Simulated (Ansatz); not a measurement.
## MoS2 (2H-MoS2 type, space group P6_3/mmc), energy against volume

MoS2 (2H-MoS2 type, space group P6_3/mmc)

```
CELL_PARAMETERS angstrom
      3.17300     0.00000     0.00000
     -1.58650     2.74790     0.00000
      0.00000     0.00000    12.43657
ATOMIC_POSITIONS crystal
  Mo 0.33333 0.66667 0.25000
  Mo 0.66667 0.33333 0.75000
  S  0.33333 0.66667 0.62491
  S  0.66667 0.33333 0.12491
  S  0.66667 0.33333 0.37509
  S  0.33333 0.66667 0.87509
```

E(V) scan at fixed shape, V₀ the volume above. The atoms relax within the cell's symmetry.

Calculation: r2SCAN+rVV10 (plane waves to 500 eV, PAW, scalar-relativistic; Ansatz, a quantum-chemistry and plane-wave program). k mesh 12×12×3 (Γ-centred), Fermi-Dirac smearing 0.05 eV. E stands for the smeared free energy. Compression counts positive. With the shape held, the modulus is that of even scaling; a crystal free to change shape is softer. MoS2 is run without spin polarisation. MoS2 was relaxed with its symmetry unable to fall. The zero of ΔE is the relaxed starting cell.

```csv
V/V₀,ΔE (kJ/mol of atoms),P (GPa)
0.940,1.63,5.31
0.955,0.89,3.82
0.970,0.39,2.44
0.985,0.09,1.17
1.000,0.00,0.00
1.015,0.09,-1.08
1.030,0.35,-2.08
1.045,0.77,-2.99
1.060,1.34,-3.90
```

Derived quantities:

```
Quantity                                                                       Value
---------------------------------------------------------------------  -------------
Pressure at the smallest volume                                             5.31 GPa
Energy cost of the largest compression                                 16.9 meV/atom
Energy cost of the largest expansion                                   13.8 meV/atom
Bulk modulus at fixed cell shape B₀ (third-order Birch-Murnaghan fit)       75.2 GPa
Pressure derivative B₀′ (fit)                                                    4.0
Equilibrium volume of the fit                                          18.07 Å³/atom
Pressure for 5 % compression (fit)                                           4.3 GPa
```

The 9 points together took roughly 8 core-minutes.

(Under strain, the slope of the energy per volume gives the stress and its curvature an elastic modulus.)
